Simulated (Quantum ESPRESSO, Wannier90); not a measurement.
## TaN (P-6m2), plane waves to Wannier functions

Structure: Materials Project mp-1459, symmetrised, not relaxed again. COD (Crystallography Open Database) has the formula in 5 space groups, this one among them (matched by group alone). Method: PBEsol plane waves in Quantum ESPRESSO 7.5 (PseudoDojo norm-conserving files, 68 Ry, spinors with spin-orbit coupling), Bloch states on a 12×12×6 mesh through Γ, Wannier90 4.0.1. Density: 12×12×10 mesh, cold smearing 0.01 Ry.

On the energy scale of pw.x, whose zero is arbitrary, the Fermi level lies at 20.00 eV.

Isolated groups of bands, relative to the Fermi level (bands from 11 on overlap up to the last one computed):

```
bands  from (eV)  to (eV)  filling             weight on atomic waves
-----  ---------  -------  -------  ---------------------------------
1–2       -68.40   -68.27   filled                         Ta 5s 96 %
3–4       -41.46   -41.08   filled                         Ta 5p 98 %
5–8       -33.20   -32.02   filled                         Ta 5p 97 %
9–10      -17.83   -14.95   filled  N 2s 68 %, Ta 5d 18 %, Ta 6s 10 %
```

Input w.win:

```
num_bands = 34
num_wann = 16
exclude_bands = 1-10
spinors = true
num_iter = 800
conv_tol = 1.0e-6
conv_window = 4
dis_num_iter = 1000
dis_conv_tol = 1.0e-6
dis_froz_max = 1.50
write_hr = true
write_u_matrices = true
begin projections
f=0.01187,0.01934,0.49798: d
f=-0.31382,0.34278,0.00193: p
end projections
begin unit_cell_cart
ang
    2.9399401188    0.0000000000    0.0000000000
   -1.4699700594    2.5460628285    0.0000000000
    0.0000000000    0.0000000000    2.8901800000
end unit_cell_cart
begin atoms_frac
Ta   0.0000000000  0.0000000000  0.5000000000
N   -0.3333333333  0.3333333333  0.0000000000
end atoms_frac
mp_grid = 12 12 6
begin kpoints
0.0000000000 0.0000000000 0.0000000000
0.0000000000 0.0000000000 0.1666666667
0.0000000000 0.0000000000 0.3333333333
... (861 more lines: the 12x12x6 mesh through Gamma)
end kpoints
```

The run ends without an error message, but its bands miss those of pw.x by 2820 meV rms and 5.59 eV at worst (states up to 1.0 eV relative to the Fermi level).

Task: What is the mistake?

Result: Window typed relative to the reference level, not as an absolute energy. With that mended (16 functions from bands 11-44 of the 44 computed, start hydrogen-like Ta: d; N: p, centres 0.05 Å off the atoms, frozen window up to 1.50 eV relative to the Fermi level, outer window open) the misfit is 4.3 meV rms.
